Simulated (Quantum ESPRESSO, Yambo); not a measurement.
# Levels of theory for the gap of CdS

CdS (wurtzite, space group P6_3mc, No. 186): one geometry, one set of PBE (Quantum ESPRESSO, PseudoDojo norm-conserving, 102 Ry, without SOC) orbitals, self-energies from Yambo (3×3×2 Γ-centred k mesh, bands 9 to 195 and a 8 Ry block in the screening, 195 bands in G with the Bruneval-Gonze terminator, plasmon pole fitted at 27.2 eV).

The geometry is that of Materials Project entry mp-672, symmetrised and not relaxed again.

```tsv
level	gap Γ → Γ (eV)	rough Yambo cost
PBE (Quantum ESPRESSO)	1.16	–
exchange only (Hartree-Fock self-energy on PBE orbitals)	8.22	about 1/7 (8 states)
static COHSEX@PBE	2.73	within a factor of two (2 states)
G0W0@PBE, plasmon pole	2.13	1 (8 states)
```

Bare exchange has no screening and gives the widest gap; static COHSEX screens it but leaves out the frequency dependence, which G0W0 restores.

Costs are rough ratios of core time on shared machines.

Nearest settings tried, and what they do to the gap: 127 bands in W, 127 bands in G: +9 meV; 7 Ry block (245 vectors against 287): -7 meV; 3×3×1 mesh: -142 meV. So the settings aren't converged at that level. The k mesh is coarse.

Spin-orbit splittings are left out.
